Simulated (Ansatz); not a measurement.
Pb (hcp, Mg type)

```
CELL_PARAMETERS angstrom
      3.48574     0.00000     0.00000
     -1.74287     3.01874     0.00000
      0.00000     0.00000     5.75641
ATOMIC_POSITIONS crystal
  Pb 0.33333 0.66667 0.25000
  Pb 0.66667 0.33333 0.75000
```

Grid over V/V₀ and (c/a)/(c/a)₀, subscript 0 meaning the relaxed cell; the conventional c axis lies along z; no internal relaxation.

Method: r2SCAN+rVV10 (plane waves to 500 eV, PAW, scalar-relativistic; Ansatz, an electronic-structure program). k mesh 15×15×8 (Γ-centred), Fermi-Dirac smearing 0.05 eV. Energies are smeared free energies. Stress and pressure are positive under compression. With partly filled bands, the response to shear is sensitive to the k mesh, so small differences along c/a are uncertain. Pb was relaxed with its symmetry unable to fall. Spin-orbit coupling is left out, though Pb is heavy. This is one of several known forms of Pb; the measured ambient cells at hand have space group No. 225. The zero of ΔE is the relaxed starting cell.

ΔE (eV/atom), with V/V₀ across and (c/a)/(c/a)₀ down:

```tsv
(c/a)/(c/a)₀ \ V/V₀	0.920	0.960	1.000	1.040	1.080
0.880	0.088	0.059	0.048	0.051	0.066
0.940	0.052	0.024	0.015	0.020	0.037
1.000	0.034	0.008	0.000	0.007	0.025
1.060	0.049	0.022	0.014	0.019	0.036
1.120	0.086	0.054	0.041	0.043	0.056
```

σzz (GPa), with V/V₀ across and (c/a)/(c/a)₀ down:

| (c/a)/(c/a)₀ \ V/V₀ | 0.920 | 0.960 | 1.000 | 1.040 | 1.080 |
|---|---|---|---|---|---|
| 0.880 | 8.8 | 5.5 | 2.9 | 0.9 | -0.7 |
| 0.940 | 8.0 | 5.0 | 2.5 | 0.5 | -1.1 |
| 1.000 | 5.0 | 2.2 | 0.0 | -1.7 | -3.1 |
| 1.060 | 1.8 | -0.4 | -2.2 | -3.5 | -4.6 |
| 1.120 | 1.1 | -0.8 | -2.3 | -3.5 | -4.3 |

Derived quantities:

| Quantity | Value |
|---|---|
| Lowest place on the grid | V/V₀ = 1.000, (c/a)/(c/a)₀ = 1.000 (0 meV/atom) |
| Highest place on the grid | V/V₀ = 0.920, (c/a)/(c/a)₀ = 0.880 (88 meV/atom) |

(Under strain, the slope of the energy per volume gives the stress and its curvature an elastic modulus.)
